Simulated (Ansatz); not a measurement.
## Computed properties of SiW

SiW:
Space group Pm-3m (No. 221); a = b = c = 3.037 Å, α = β = γ = 90.00°

```json
[
 {"atom": "W", "site": "1a", "symmetry": "m-3m", "x": "0.0000", "y": "0.0000", "z": "0.0000"},
 {"atom": "Si", "site": "1b", "symmetry": "m-3m", "x": "0.5000", "y": "0.5000", "z": "0.5000"}
]
```

Space group Pm-3m (No. 221), CsCl type; conventional cell a = b = c = 3.037 Å, α = β = γ = 90.00°.

Method: r²SCAN in the plane-wave PAW code Ansatz. The cell and atoms are relaxed at this level. Other levels are named where they apply.

### Cell and energy

- Volume per atom: 14.01 Å³
- Density: 12.56 g/cm³
- Formation energy from the elements (no fitted shifts): 0.21 eV/atom

### Electronic structure

* **Electronic character**: metallic (no gap)
* **Density of states at the Fermi level**: 1.3 states/eV per atom (mean over ±0.08 eV)
* **Gap with spin–orbit coupling**: none (metallic)

### Mechanics

Bulk modulus (Birch–Murnaghan fit): 251 GPa
Pressure derivative B′: 4.3
Elastic constants (relaxed ions, GPa): C11 = 280, C12 = 232, C44 = 92.3
Mechanical stability: stable (all eigenvalues of C positive)
Hill bulk and shear moduli: 248 and 54.1 GPa
Young's modulus: 151 GPa
Poisson's ratio: 0.40
Debye temperature from the elastic constants: 290 K

### Charges

* **Bader charges**: W +0.18, Si -0.18 e

A made-up cell: these elements were put on the sites of a structure type; neither database checked (COD, Materials Project) lists it. Its standing as an ambient phase is unchecked. The r²SCAN relaxation kept the symmetry of its start; whether a distortion lowers the energy is not shown. No spin polarisation was allowed. As this level gives no gap, shear constants depend on the k-mesh and smearing (Fermi–Dirac, 0.1 eV here). The references are the lowest solids computed at this level, not always the standard phases. Scalar-relativistic: spin–orbit coupling is off unless named, which matters more the heavier the elements.

Potentials: the earlier of the program's two PAW sets.
